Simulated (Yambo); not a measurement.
Optical response of IrCl$_{3}$ monolayer

```
CELL_PARAMETERS angstrom
      6.03861     0.00000     0.00000
     -3.01930     5.22959     0.00000
      0.00000     0.00000    15.60000
ATOMIC_POSITIONS crystal
  Cl 0.68549 0.66667 0.08169
  Cl 0.98118 0.31451 0.08169
  Cl 0.33333 0.01882 0.08169
  Cl 0.98118 0.66667 0.91831
  Cl 0.68549 0.01882 0.91831
  Cl 0.33333 0.31451 0.91831
  Ir 0.00000 0.00000 0.00000
  Ir 0.66667 0.33333 0.00000
```

Yambo, RPA with local fields on PBEsol bands; 6×6×1 mesh, 131 bands, 2 Ry local-field block, 0.2 eV broadening; field along x.

```
E (eV)  Im α (Å)  Re α (Å)  Im α, independent particles
------  --------  --------  ---------------------------
0.0         0.00      2.02                         0.00
0.6         0.03      2.06                         0.04
1.2         0.08      2.22                         0.10
1.9         0.33      2.68                         0.40
2.5         1.62      1.96                         1.87
3.1         1.21      1.46                         1.42
3.8         0.52      1.62                         0.73
4.4         1.20      2.45                         2.33
5.0         2.32      1.61                         3.47
5.6         2.21      0.65                         2.36
6.2         1.28      0.71                         1.41
6.9         1.37      1.18                         1.69
7.5         1.96      0.71                         2.04
8.1         1.57      0.23                         1.63
8.8         1.23      0.23                         1.44
9.4         1.43      0.27                         1.75
10.0        1.38      0.25                         1.64
10.6        1.52      0.06                         1.77
11.2        1.38     -0.06                         1.79
11.9        1.40     -0.38                         1.77
12.5        1.02     -0.37                         1.41
13.1        0.98     -0.36                         1.44
13.8        0.90     -0.38                         1.36
14.4        0.73     -0.35                         1.20
15.0        0.72     -0.17                         1.32
15.6        0.88     -0.29                         1.17
16.2        0.90     -0.35                         1.02
16.9        0.76     -0.48                         0.72
17.5        0.60     -0.52                         0.55
18.1        0.56     -0.47                         0.42
18.8        0.50     -0.43                         0.39
19.4        0.43     -0.45                         0.33
20.0        0.41     -0.41                         0.32
```

α is the in-plane polarisability per area of the layer, a length; absorbance is 4πω Im α/c. Structure narrower than a few tenths of an eV can come from the finite k mesh. Convergence of the RPA response with its 6×6×1 mesh was not tested. No excitonic effects at this level.

Without spin-orbit coupling, band edges of such heavy elements can be off by tenths of an eV.

Geometry relaxed with PBEsol.

This is a model layer cut from the bulk structure; whether it is stable on its own was not checked.
